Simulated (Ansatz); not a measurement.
Given:

Sb:
```
Sb
1.0
    0.00000     3.43710     3.43710
    3.43710     0.00000     3.43710
    3.43710     3.43710     0.00000
Sb
2
Direct
  0.00000   0.00000   0.00000
  0.25000   0.25000   0.25000
```

This is the PBEsol-relaxed structure.

Problem. All from PBEsol in the plane-wave PAW code Ansatz, unless another level is named. Give the electronic character.

Solution. metallic (no gap).

Problem. Give the density of states at the Fermi level.

Solution. 0.58 states/eV per atom (mean over ±0.08 eV).

Problem. Predict the gap with spin–orbit coupling.

Solution. none (metallic).

Space group Fd-3m (diamond). The start of the workflow was typed in or built on a structure type; neither database checked (COD, Materials Project) lists it. It is not the phase usual at ambient conditions (space group No. 166). The cell was relaxed with PBEsol under the symmetry of its start. At this level the phase is mechanically unstable. Spin–orbit coupling is left out wherever it is not named.

Potentials: the earlier of the program's two PAW sets. The files were generated under PBE; for other functionals the program regenerates the frozen cores, and for LDA and PBEsol the local potential too.
